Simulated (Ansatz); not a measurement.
Tc:
```xyz
2
Lattice="2.7522 0.0000 0.0000 -1.3761 2.3835 0.0000 0.0000 0.0000 4.4027" Properties=species:S:1:pos:R:3 pbc="T T T"
Tc     0.0000     1.5890     3.3020
Tc     1.3761     0.7945     1.1007
```

Relaxed with PBE. Special points in fractions of this cell's reciprocal vectors: Γ (0.000, 0.000, 0.000); M (0.500, 0.000, 0.000); K (0.333, 0.333, 0.000); A (0.000, 0.000, 0.500); L (0.500, 0.000, 0.500); H (0.333, 0.333, 0.500).

**Question.** List the band energies nearest the Fermi level at these points for plane-wave PAW PBE (Ansatz code).

**Answer.** In eV from the Fermi level; about four levels below and three above (degenerate sets whole), none deeper than 8.9 eV; … stands for higher levels left out; points with the same levels are listed once.

```
k                    below                above
-  -----------------------  -------------------
Γ  -0.80 -0.80 -0.13 -0.13               1.70 …
M  -1.88 -1.10 -0.92 -0.47       2.89 3.30 3.32
K  -2.85 -1.84 -1.84 -0.02       2.30 2.30 2.71
A  -1.65 -1.65 -1.65 -1.65                    …
L  -5.23 -5.23 -3.62 -3.62  0.14 0.14 1.42 1.42
H  -1.74 -1.74 -0.07 -0.07          2.58 2.58 …
```

Space group P6_3/mmc (hcp (Mg type)). Symmetry was held in the PBE relaxation. No spin polarisation was allowed. Scalar-relativistic: spin–orbit coupling is off unless named, which matters more the heavier the elements.

Potentials: the earlier of the program's two PAW sets.
